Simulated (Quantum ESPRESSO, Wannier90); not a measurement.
## Wannierisation of MgS (rock salt)

Structure: Materials Project mp-1315, symmetrised, not relaxed again. COD (Crystallography Open Database) has an entry of this formula and space group (matched by these alone). Computed values, not measurements, from LDA: Quantum ESPRESSO (norm-conserving PseudoDojo potentials, cutoff 68 Ry, no spin polarisation, no spin-orbit coupling) on a Γ-centred 10×10×10 mesh, then Wannier90. Density: 10×10×10 mesh, cold smearing 0.01 Ry.

On the energy scale of pw.x, whose zero is arbitrary, the valence-band maximum lies at 6.13 eV.

Input w.win:

```
num_bands = 4
num_wann = 4
exclude_bands = 1-4,9-19
num_iter = 800
conv_tol = 1.0e-6
conv_window = 4
num_cg_steps = 20
write_hr = true
write_u_matrices = true
begin projections
f=-0.3086,0.0015,0.0350:s
f=0.0715,0.3763,0.1655:s
f=0.1468,0.1691,0.0395:s
f=-0.4738,-0.3137,-0.0289:s
end projections
begin unit_cell_cart
ang
    0.0000000000    2.6044000000    2.6044000000
    2.6044000000    0.0000000000    2.6044000000
    2.6044000000    2.6044000000    0.0000000000
end unit_cell_cart
begin atoms_frac
Mg   0.0000000000  0.0000000000  0.0000000000
S    0.5000000000  0.5000000000  0.5000000000
end atoms_frac
mp_grid = 10 10 10
begin kpoints
0.0000000000 0.0000000000 0.0000000000
0.0000000000 0.0000000000 0.1000000000
0.0000000000 0.0000000000 0.2000000000
... (997 more lines: the 10x10x10 mesh through Gamma)
end kpoints
```

Input of pw2wannier90.x that gives the overlap and projection files (equivalent; here they were cut from one run over all bands):

```
&inputpp
  outdir = './out'
  prefix = 'pwscf'
  seedname = 'w'
  write_amn = .true.
  write_mmn = .true.
/
```

Output w.wout (banner and timings cut):

```
                                    ------
                                    SYSTEM
                                    ------

                              Lattice Vectors (Ang)
                    a_1     0.000000   2.604400   2.604400
                    a_2     2.604400   0.000000   2.604400
                    a_3     2.604400   2.604400   0.000000

                   Unit Cell Volume:      35.33077  (Ang^3)

                        Reciprocal-Space Vectors (Ang^-1)
                    b_1    -1.206263   1.206263   1.206263
                    b_2     1.206263  -1.206263   1.206263
                    b_3     1.206263   1.206263  -1.206263

 *----------------------------------------------------------------------------*
 |   Site       Fractional Coordinate          Cartesian Coordinate (Ang)     |
 +----------------------------------------------------------------------------+
 | mg   1   0.00000   0.00000   0.00000   |    0.00000   0.00000   0.00000    |
 | s    1   0.50000   0.50000   0.50000   |    2.60440   2.60440   2.60440    |
 *----------------------------------------------------------------------------*
                                ------------
                                K-POINT GRID
                                ------------

             Grid size = 10 x 10 x 10      Total points = 1000

 *---------------------------------- MAIN ------------------------------------*
 |  Number of Wannier Functions               :                 4             |
 |  Number of Objective Wannier Functions     :                 4             |
 |  Number of input Bloch states              :                 4             |
 |  Output verbosity (1=low, 5=high)          :                 1             |
 |  Timing Level (1=low, 5=high)              :                 1             |
 |  Optimisation (0=memory, 3=speed)          :                 3             |
 |  Length Unit                               :               Ang             |
 |  Post-processing setup (write *.nnkp)      :                 F             |
 |  Using Gamma-only branch of algorithms     :                 F             |
 *----------------------------------------------------------------------------*
 *------------------------------- WANNIERISE ---------------------------------*
 |  Total number of iterations                :               800             |
 |  Number of CG steps before reset           :                20             |
 |  Trial step length for line search         :             2.000             |
 |  Convergence tolerence                     :         0.100E-05             |
 |  Convergence window                        :                 4             |
 |  Iterations between writing output         :                 1             |
 |  Iterations between backing up to disk     :               100             |
 |  Write r^2_nm to file                      :                 F             |
 |  Write xyz WF centres to file              :                 F             |
 |  Write on-site energies <0n|H|0n> to file  :                 F             |
 |  Use guiding centre to control phases      :                 F             |
 |  Use phases for initial projections        :                 F             |
 *----------------------------------------------------------------------------*
 *-------------------------------- PLOTTING ----------------------------------*
 |  Plotting Hamiltonian in WF basis          :                 T             |
 *----------------------------------------------------------------------------*

 *---------------------------------- K-MESH ----------------------------------*
 +----------------------------------------------------------------------------+
 |                    Distance to Nearest-Neighbour Shells                    |
 |                    ------------------------------------                    |
 |          Shell             Distance (Ang^-1)          Multiplicity         |
 |          -----             -----------------          ------------         |
 |             1                   0.208931                      8            |
 |             2                   0.241253                      6            |
 |             3                   0.341183                     12            |
 |             4                   0.400072                     24            |
 |             5                   0.417862                      8            |
 |             6                   0.482505                      6            |
 |             7                   0.525798                     24            |
 |             8                   0.539457                     24            |
       ... (lines left out)
 +----------------------------------------------------------------------------+
 | The b-vectors are chosen automatically                                     |
 | The following shells are used:                       1                     |
 +----------------------------------------------------------------------------+
 |                        Shell   # Nearest-Neighbours                        |
 |                        -----   --------------------                        |
 |                          1               8                                 |
 +----------------------------------------------------------------------------+
 | Completeness relation is fully satisfied [Eq. (B1), PRB 56, 12847 (1997)]  |
 +----------------------------------------------------------------------------+
 |                  b_k Vectors (Ang^-1) and Weights (Ang^2)                  |
 |                  ----------------------------------------                  |
 |            No.         b_k(x)      b_k(y)      b_k(z)        w_b           |
 |            ---        --------------------------------     --------        |
 |             1         0.120626    0.120626   -0.120626     8.590642        |
 |             2         0.120626   -0.120626    0.120626     8.590642        |
 |             3        -0.120626    0.120626    0.120626     8.590642        |
 |             4         0.120626    0.120626    0.120626     8.590642        |
 |             5        -0.120626   -0.120626    0.120626     8.590642        |
 |             6        -0.120626    0.120626   -0.120626     8.590642        |
 |             7         0.120626   -0.120626   -0.120626     8.590642        |
 |             8        -0.120626   -0.120626   -0.120626     8.590642        |
 +----------------------------------------------------------------------------+
 |                           b_k Directions (Ang^-1)                          |
 |                           -----------------------                          |
 |            No.           x           y           z                         |
 |            ---        --------------------------------                     |
 |             1         0.120626    0.120626   -0.120626                     |
 |             2         0.120626   -0.120626    0.120626                     |
 |             3        -0.120626    0.120626    0.120626                     |
 |             4         0.120626    0.120626    0.120626                     |
 +----------------------------------------------------------------------------+

 Starting a new Wannier90 calculation ...

 Reading overlaps from w.mmn

 Reading projections from w.amn

 *------------------------------- WANNIERISE ---------------------------------*
 +--------------------------------------------------------------------+<-- CONV
 | Iter  Delta Spread     RMS Gradient      Spread (Ang^2)            |<-- CONV
 +--------------------------------------------------------------------+<-- CONV

 ------------------------------------------------------------------------------
 Initial State
  WF centre and spread    1  (  0.197519, -0.817460, -1.474591 )    10.23442086
  WF centre and spread    2  (  2.335207,  0.442402,  0.371430 )     9.45770499
  WF centre and spread    3  (  0.613544,  0.272433,  1.805366 )     9.28279557
  WF centre and spread    4  ( -0.709804, -0.887843, -2.677481 )     6.44552780
  Sum of centres and spreads (  2.436466, -0.990468, -1.975275 )    35.42044923

      0     0.354E+02     0.0000000000       35.4204492252  <-- CONV
        O_D=      8.2373421 O_OD=     22.1066806 O_TOT=     35.4204492 <-- SPRD
 ------------------------------------------------------------------------------
      1    -0.151E+00     3.7072427527       35.2698332639  <-- CONV
        O_D=      8.0944483 O_OD=     22.0989585 O_TOT=     35.2698333 <-- SPRD
      2    -0.441E+00     1.8475222627       34.8286752968  <-- CONV
        O_D=      7.7381564 O_OD=     22.0140924 O_TOT=     34.8286753 <-- SPRD
      3    -0.202E+01     1.5184923023       32.8109766756  <-- CONV
        O_D=      6.5026632 O_OD=     21.2318869 O_TOT=     32.8109767 <-- SPRD
      4    -0.280E+01     1.4767502740       30.0067865530  <-- CONV
        O_D=      5.2335008 O_OD=     19.6968592 O_TOT=     30.0067866 <-- SPRD
      5    -0.214E+01     1.3190119917       27.8657423445  <-- CONV
        O_D=      4.7760567 O_OD=     18.0132591 O_TOT=     27.8657423 <-- SPRD
       ... (lines left out)
    100    -0.170E-04     0.0024541797        6.1757873292  <-- CONV
        O_D=      0.0000732 O_OD=      1.0992876 O_TOT=      6.1757873 <-- SPRD
       ... (lines left out)
    146    -0.704E-06     0.0004801610        6.1749372221  <-- CONV
        O_D=      0.0000751 O_OD=      1.0984357 O_TOT=      6.1749372 <-- SPRD
    147    -0.631E-06     0.0004298607        6.1749365909  <-- CONV
        O_D=      0.0000751 O_OD=      1.0984350 O_TOT=      6.1749366 <-- SPRD
    148    -0.522E-06     0.0005026467        6.1749360686  <-- CONV
        O_D=      0.0000750 O_OD=      1.0984346 O_TOT=      6.1749361 <-- SPRD
             <<<     Delta < 1.000E-06  over  4 iterations     >>>
             <<< Wannierisation convergence criteria satisfied >>>
 Final State
  WF centre and spread    1  (  0.311932, -0.211254, -2.248931 )     1.54468475
  WF centre and spread    2  (  2.312876,  0.366597,  0.222167 )     1.54364865
  WF centre and spread    3  (  0.286404,  0.211566,  2.227864 )     1.54397460
  WF centre and spread    4  ( -0.306807, -0.366907, -2.805374 )     1.54262807
  Sum of centres and spreads (  2.604404,  0.000002, -2.604274 )     6.17493607

         Spreads (Ang^2)       Omega I      =     5.076426503
        ================       Omega D      =     0.000075015
                               Omega OD     =     1.098434551
    Final Spread (Ang^2)       Omega Total  =     6.174936069
```
